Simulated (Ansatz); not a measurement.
Relaxation of a relaxed Sb cell displaced along its unstable phonon at q = (½, ½, ½) of its primitive reciprocal cell (101i cm⁻¹), largest move 0.15 Å; 2 atoms in the cell, which starts as I4/mmm (No. 139), tI4; a = b = 4.327 Å, c = 6.119 Å, α = β = γ = 90.00°. These are PBEsol (plane waves to 420 eV, PAW, scalar-relativistic; Ansatz, an electronic-structure program) values and carry that method's errors. Γ-centred k-mesh 11×11×11 on the run's cell (coarser than for final values), Fermi–Dirac smearing 0.05 eV. This is the first round of the run. 

The optimiser's lines from the output (shortened; P is positive under compression):

```
relax step   1: F+E_penalty+E_count = -12816.27698852 eV  Δ(F+E_penalty+E_count) = +0.000e0 eV  max|allowed force component| = 5.140e-1 eV/Å  Δτ_max = 0.0000 Å  P = +2.310 GPa  Ω = 57.283 Å³  (7 SCF iters, dr2 threshold 1.00e-7 eV, accepted)
relax step   2: F+E_penalty+E_count = -12816.29005756 eV  Δ(F+E_penalty+E_count) = -1.307e-2 eV  max|allowed force component| = 2.361e-1 eV/Å  Δτ_max = 0.0445 Å  P = -1.787 GPa  Ω = 60.341 Å³  (6 SCF iters, dr2 threshold 2.00e-7 eV, accepted)
relax step   3: F+E_penalty+E_count = -12816.30533109 eV  Δ(F+E_penalty+E_count) = -1.527e-2 eV  max|allowed force component| = 4.435e-2 eV/Å  Δτ_max = 0.0135 Å  P = -0.247 GPa  Ω = 58.925 Å³  (6 SCF iters, dr2 threshold 2.00e-7 eV, accepted)
relax step   4: F+E_penalty+E_count = -12816.30575199 eV  Δ(F+E_penalty+E_count) = -4.209e-4 eV  max|allowed force component| = 7.512e-3 eV/Å  Δτ_max = 0.0028 Å  P = +0.026 GPa  Ω = 58.705 Å³  (6 SCF iters, dr2 threshold 2.00e-7 eV, accepted)
relax step   5: F+E_penalty+E_count = -12816.30575800 eV  Δ(F+E_penalty+E_count) = -6.011e-6 eV  max|allowed force component| = 3.646e-4 eV/Å  Δτ_max = 0.0005 Å  P = -0.002 GPa  Ω = 58.724 Å³  (6 SCF iters, dr2 threshold 1.50e-8 eV, accepted)
relax step   6: F+E_penalty+E_count = -12816.30591250 eV  Δ(F+E_penalty+E_count) = -1.545e-4 eV  max|allowed force component| = 3.102e-4 eV/Å  Δτ_max = 0.0000 Å  P = -0.002 GPa  Ω = 58.724 Å³  stress off target by 3.86e-3 GPa  SCF on the basis re-selected at this cell (its energy is not comparable with the rows above)  (6 SCF iters)
```

From the first to the last row the energy changes by -0.01 eV/atom and the volume by +2.5 %. The last row is marked as not comparable with the walk above it, whose basis was carried along; it does compare with step 1, since both stand on a basis selected at the nominal cutoff for their own cell.

Later rounds, restarted from the end of this one on a renewed k-mesh, logged 4 more steps and released under 0.01 eV/atom more. The final structure after all rounds: I4/mmm (No. 139), tI4; a = b = 4.3440 Å, c = 6.2271 Å, α = β = γ = 90.00°. Between re-selections the logged energies stand on a plane-wave basis carried along with the cell. No spin polarisation in the result.

The run could not lose the symmetry of its start: the end is stationary, and may be a saddle point rather than a minimum.

The relaxed structure here is a generated cell of Sb: the first start was made by placing the elements on the sites of a structure type, and the end was not matched to a known phase here, so it may be hypothetical. Known forms of Sb include space group No. 166.
